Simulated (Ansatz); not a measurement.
Clean, relaxed (100) surface of B$_{2}$W, space group P6/mmm (No. 191) (top face towards +c; atoms held fixed, by place in the list: 1, 2, 3, 4):

```
CELL_PARAMETERS angstrom
3.00987 0.00000 0.00000
0.00000 3.31679 0.00000
0.00000 0.00000 23.95099
ATOMIC_POSITIONS crystal
B 0.00000 0.50000 0.35489
W 0.50000 0.00000 0.39117
B 0.00000 0.50000 0.42745
B 0.50000 0.50000 0.46372
W 0.00000 0.00000 0.49990
B 0.50000 0.50000 0.53593
B 0.00000 0.50000 0.57179
W 0.50000 0.00000 0.60954
B 0.00000 0.50000 0.64371
```

Theory: DFT PBEsol, scalar-relativistic, plane waves, PAW in Ansatz 0.2.0. Settings: cutoff 420 eV, Γ-centred mesh 10×9×1 on the computed 9-atom cell, Gaussian smearing of 0.10 eV; no spin polarisation. The cell repeats along c with a dipole correction in the vacuum.

B (atom) is adsorbed on the top face, one adsorbate per 10.0 Å², and relaxed from 3 starting sites (fractions of a and b). E_ads counts from the clean slab and the free adsorbate (spin-polarised where it has unpaired electrons); negative means bound. Heights count from the highest slab atom after relaxation. Δφ is the top face's. Δp counts per cell along +c. Bonded neighbours lie within 1.25 times the sum of covalent radii (1.35 for H) and, on that scale, within 12 % of the closest. With the adsorbate the cell is lengthened along c to keep the vacuum.

```json
{"start": "top (B) at (0.00, 0.50)", "ends at": "(0.00, 0.50), 1 bonded neighbour (B)", "E_ads (eV)": "-4.12", "height (Å)": "1.61", "shortest contact": "B–B 1.61 Å", "Δφ (eV)": "+0.87", "Δp (e·Å)": "-0.052"}
{"start": "hollow (W-B-B) at (0.50, 0.67)", "ends at": "(0.50, 0.50), 4 bonded neighbours (B and W)", "E_ads (eV)": "-7.27", "height (Å)": "0.49", "shortest contact": "B–B 1.58 Å", "Δφ (eV)": "-0.62", "Δp (e·Å)": "+0.030"}
{"start": "bridge (W-B) at (0.25, 0.75)", "ends at": "(0.50, 0.50), 4 bonded neighbours (B and W)", "E_ads (eV)": "-7.27", "height (Å)": "0.49", "shortest contact": "B–B 1.58 Å", "Δφ (eV)": "-0.62", "Δp (e·Å)": "+0.030"}
```

Among the sites tried, the lowest end comes from the bridge (W-B) at (0.25, 0.75) start; the hollow (W-B-B) at (0.50, 0.67) start ended within 0.02 eV of it, though not always at the same place; other sites may lie lower.

Each end is the local minimum or symmetric point that its start leads to. The slab is only 7.0 Å thick, so the energies aren't converged with thickness.

The adsorbed runs have no spin polarisation, so weakly bound open-shell ends lie too high.